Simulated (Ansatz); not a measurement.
The elements of this relaxed trial crystal are hidden behind letters.

```
lattice vectors (Å)
   3.9638    0.0000    0.0000
   0.0000    5.5497    0.0000
   0.0000    0.0000    5.0004
fractional positions
X 0.0000 0.0000 0.7257
X 0.5000 0.5000 0.2743
Z 0.0000 0.5000 0.9366
Z 0.5000 0.0000 0.0634
Q 0.0000 0.0000 0.4729
Q 0.5000 0.5000 0.5271
```

These are results of DFT PBE, scalar-relativistic, plane waves, PAW (Ansatz), not measurements. Cutoff 420 eV, Γ-centred 10×8×8 mesh (6-atom cell), Gaussian smearing of 0.10 eV, no spin polarisation.

- Space group: Pmmn (No. 59)
- Conventional cell: a = 3.964 Å, b = 5.550 Å, c = 5.000 Å
- Volume per atom: 18.33 Å³
- Density: 7.12 g/cm³
- Energy over the elements: −0.45 eV/atom
- Gap on the 10×8×8 mesh of the 6-atom cell: 0 eV (a metal)

Energies are uncorrected and count from the elements' standard states at the same level.

Problem. X is a p-block element of period 2, Z is a p-block element of period 6 and Q is a p-block element of period 2. Which elements are they?

Solution. X = B, Z = Bi, Q = O, so the formula is BiBO. Density times volume gives a mean mass of 7.12 × 18.33/1.6605 = 78.6 u per atom, and this set has 78.6 u. Around B lie 1 O at 1.26 Å, 2 Bi at 2.60 Å and 2 Bi at 2.97 Å; Bi is surrounded by 2 B at 2.60 Å, 2 O at 2.85 Å, 2 B at 2.97 Å, 4 Bi at 3.47 Å and 4 O at 3.56–3.62 Å; O has 1 B at 1.26 Å and 2 Bi at 2.85 Å. Swapping B and O leaves the mass as it is, so only the distances can place them.

Spin–orbit coupling, which can matter for Bi, is left out. Symmetry constrained the relaxation, so the result can be a saddle point.
